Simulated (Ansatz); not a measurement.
TiPt:
```cif
data_PtTi
_chemical_formula_sum 'Pt1 Ti1'
_space_group_name_H-M_alt 'Pm-3m'
_space_group_IT_number 221
_space_group_name_Hall '-P 4 2 3'
_cell_length_a 3.14100
_cell_length_b 3.14100
_cell_length_c 3.14100
_cell_angle_alpha 90.000
_cell_angle_beta 90.000
_cell_angle_gamma 90.000
loop_
_atom_site_label
_atom_site_type_symbol
_atom_site_symmetry_multiplicity
_atom_site_Wyckoff_symbol
_atom_site_fract_x
_atom_site_fract_y
_atom_site_fract_z
_atom_site_occupancy
Pt1 Pt 1 a 0.00000 0.00000 0.00000 1
Ti1 Ti 1 b 0.50000 0.50000 0.50000 1
```

Relaxed with PBEsol.

Question: Tabulate the valence density and the electron localisation function along the shortest Pt–Ti contact (2.72 Å), DFT-PBEsol in the program Ansatz with PAW potentials.

Answer: 

| distance from Pt (Å) | density (e/Å³) | ELF |
|---|---|---|
| 0.27 | 10.53 | 0.69 |
| 0.41 | 8.56 | 0.67 |
| 0.54 | 6.11 | 0.63 |
| 0.68 | 3.77 | 0.56 |
| 0.82 | 2.01 | 0.45 |
| 0.95 | 1.04 | 0.37 |
| 1.09 | 0.62 | 0.34 |
| 1.22 | 0.43 | 0.35 |
| 1.36 | 0.34 | 0.33 |
| 1.50 | 0.30 | 0.22 |
| 1.63 | 0.33 | 0.14 |
| 1.77 | 0.47 | 0.18 |
| 1.90 | 0.98 | 0.39 |
| 2.04 | 2.31 | 0.60 |
| 2.18 | 4.56 | 0.66 |
| 2.31 | 7.13 | 0.53 |
| 2.45 | 9.07 | 0.23 |

The density is the valence pseudo-density with augmentation charge, so density and ELF within about 1 Å of a nucleus are not all-electron values.

The workflow started from an entry of the Crystallography Open Database (COD). Its standing as an ambient phase is unchecked. Symmetry was held in the PBEsol relaxation. At this level the phase is mechanically unstable. The run is not spin-polarised. Scalar-relativistic: spin–orbit coupling is off unless named, which matters more the heavier the elements.

Potentials: the later of the program's two PAW sets.
